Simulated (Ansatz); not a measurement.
A geometry of Ni away from equilibrium: step 11 of the relaxation of a generated cell, Ni placed in the AFLOW prototype A_mC12_5_3c (A19). The numbers are results of PBE (plane waves to 420 eV, PAW, scalar-relativistic; Ansatz, a quantum-chemistry and plane-wave program), not measurements. Γ-centred k-mesh 13×13×4 on the run's cell (coarser than for final values), Fermi–Dirac smearing 0.05 eV.

```yaml
crystal:
  lattice:
    - [2.17809, -1.26435, 0.02066]
    - [2.17809, 1.26435, 0.02066]
    - [-0.21042, 0.00000, 11.54024]
  atoms:
    - { symbol: Ni, position: [0.66667, 0.33333, 0.25000] }
    - { symbol: Ni, position: [0.66667, 0.33333, 0.75000] }
    - { symbol: Ni, position: [0.33333, 0.00000, 0.41667] }
    - { symbol: Ni, position: [0.00000, 0.66667, 0.58333] }
    - { symbol: Ni, position: [0.00000, 0.66666, 0.08333] }
    - { symbol: Ni, position: [0.33334, 0.00000, 0.91667] }
```
Spin-polarised start, with parallel moments on Ni.

Q: Which atoms carry the largest force, and which way does it point?

A: No atom: all forces are below 0.005 eV/Å; only the cell is out of equilibrium.

Q: What is the pressure?

A: +6.9 GPa, compression positive.

Q: How much energy per atom can still be gained by relaxing?

A: 0.03 eV/atom; the path ends in Fm-3m (No. 225) (fcc (Cu type)).

Spin state reached: ferromagnetic (net 0.63 μB/atom), from parallel starting moments; other spin orders were not run from this start.

The run could not lose the symmetry of its start.
